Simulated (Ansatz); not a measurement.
CuI:
```cif
data_Cu3I3
_chemical_formula_sum 'Cu3 I3'
_space_group_name_H-M_alt 'P3121'
_space_group_IT_number 152
_space_group_name_Hall 'P 31 2"'
_cell_length_a 5.35747
_cell_length_b 5.35747
_cell_length_c 10.05885
_cell_angle_alpha 90.000
_cell_angle_beta 90.000
_cell_angle_gamma 120.000
loop_
_atom_site_label
_atom_site_type_symbol
_atom_site_symmetry_multiplicity
_atom_site_Wyckoff_symbol
_atom_site_fract_x
_atom_site_fract_y
_atom_site_fract_z
_atom_site_occupancy
Cu1 Cu 3 a 0.83004 0.83004 0.00000 1
I1 I 3 b 0.37850 0.37850 0.50000 1
```

Relaxed with PBE.

Which orbitals make up the states near the band edges in PBE in the plane-wave PAW code Ansatz?

Top 1 eV of the valence band: Cu 3d 86 %, I 5p 10 %. Bottom 1 eV of the conduction band: Cu 4s 46 %, I 5p 20 %, I 5s 6 %, Cu 3d 5 %, outside the projected shells 22 %. Projections are on Löwdin-orthogonalised atomic valence shells; empty p or d shells of many metals are not among them.

Tabulate the density of states.

States/eV per cell of 6 atoms, in 0.25 eV bins, energy from the valence-band maximum.

```tsv
E (eV)	total	Cu 3d	I 5p	Cu 4s
-7.85	0.00	0.00	0.00	0.00
-7.60	0.00	0.00	0.00	0.00
-7.35	0.00	0.00	0.00	0.00
-7.10	0.00	0.00	0.00	0.00
-6.85	0.00	0.00	0.00	0.00
-6.60	0.00	0.00	0.00	0.00
-6.35	0.00	0.00	0.00	0.00
-6.10	0.00	0.00	0.00	0.00
-5.85	0.00	0.00	0.00	0.00
-5.60	0.00	0.00	0.00	0.00
-5.35	0.00	0.00	0.00	0.00
-5.10	0.00	0.00	0.00	0.00
-4.85	0.00	0.00	0.00	0.00
-4.60	0.00	0.00	0.00	0.00
-4.35	0.00	0.00	0.00	0.00
-4.10	2.68	0.55	1.57	0.51
-3.85	9.44	1.80	5.74	1.64
-3.60	4.30	0.72	2.78	0.59
-3.35	6.52	1.29	4.24	0.64
-3.10	1.06	0.27	0.67	0.05
-2.85	0.09	0.01	0.08	0.00
-2.60	12.42	1.93	10.27	0.03
-2.35	11.47	1.98	9.26	0.06
-2.10	7.65	2.29	5.23	0.05
-1.85	14.64	3.95	10.41	0.09
-1.60	1.74	0.34	1.37	0.01
-1.35	0.00	0.00	0.00	0.00
-1.10	1.80	1.71	0.04	0.03
-0.85	23.18	21.24	1.23	0.54
-0.60	66.12	61.42	2.68	1.83
-0.35	13.39	9.07	3.37	0.82
-0.10	15.52	9.62	5.03	0.76
0.15	0.00	0.00	0.00	0.00
0.40	0.00	0.00	0.00	0.00
0.65	0.00	0.00	0.00	0.00
0.90	0.00	0.00	0.00	0.00
1.15	0.00	0.00	0.00	0.00
1.40	0.00	0.00	0.00	0.00
1.65	0.00	0.00	0.00	0.00
1.90	0.00	0.00	0.00	0.00
2.15	0.00	0.00	0.00	0.00
2.40	0.00	0.00	0.00	0.00
2.65	0.05	0.01	0.01	0.02
2.90	0.40	0.04	0.09	0.21
3.15	0.94	0.08	0.21	0.50
3.40	2.91	0.14	0.58	1.34
3.65	3.91	0.13	0.70	1.55
3.90	8.25	0.18	1.27	2.78
4.15	7.07	0.12	1.07	2.19
4.40	6.57	0.10	1.17	2.32
4.65	5.12	0.05	0.67	1.25
4.90	5.75	0.03	0.24	0.38
5.15	5.39	0.02	0.13	0.17
5.40	2.89	0.02	0.08	0.12
5.65	5.73	0.03	0.14	0.22
5.90	3.48	0.01	0.06	0.09
6.15	4.45	0.02	0.09	0.18
6.40	5.67	0.03	0.16	0.30
6.65	3.42	0.02	0.12	0.24
6.90	0.09	0.00	0.00	0.00
7.15	2.70	0.01	0.02	0.03
7.40	4.94	0.01	0.03	0.07
```

Space group P3_121. The start of the workflow was typed in or built on a structure type; neither database checked (COD, Materials Project) lists it. It is not the phase usual at ambient conditions (space group No. 216). Symmetry was held in the PBE relaxation; its stability against distortions is not shown here. The workflow began spin-polarised and lost its moments. The volume moved by 63 % from the start of the relaxation. Spin–orbit coupling is left out wherever it is not named.

Potentials: the earlier of the program's two PAW sets.
